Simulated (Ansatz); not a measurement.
Structures of GeW: which is lowest?

Plane-wave DFT in Ansatz with scalar-relativistic PAW potentials, cutoff 420 eV, Γ-centred meshes chosen by cell and gap, Gaussian smearing with energies taken to zero width. Every cell was relaxed (cell and atoms) in a run of its own, within the symmetry of its start. Functional: PBE.

Relaxed structures (starts from databases or built by putting these elements on another compound's sites):
A. P-6m2, 2 atoms in the computed cell, a = 3.212 Å, c = 3.609 Å; sites (symmetry × multiplicity) Ge -6m2 × 1, W -6m2 × 1; start: built
B. Pm-3m, 2 atoms in the computed cell, a = 3.135 Å; sites (symmetry × multiplicity) Ge m-3m × 1, W m-3m × 1; start: built

Rank them by energy. Could pressure change the order?

| structure | group | E − E(lowest) (meV/atom) | V (Å³/atom) | gap on mesh (eV) |
| --- | --- | --- | --- | --- |
| A | P-6m2 | 0.0 | 16.12 | 0.00 |
| B | Pm-3m | 197 | 15.40 | 0.00 |

A is lowest, 197 meV/atom under B. B is denser by 0.72 Å³/atom, so pressure favours it: ΔE/ΔV, with ΔE in eV and 1 eV/Å³ = 160.2 GPa, gives about 44 GPa for equal enthalpy if both cells were rigid; at such pressures compression changes ΔV much, so this is a scale only. Other structures may lie lower than all of these, and vibrations aren't counted.

Spin-orbit coupling is left out, which matters for the bands of heavy elements.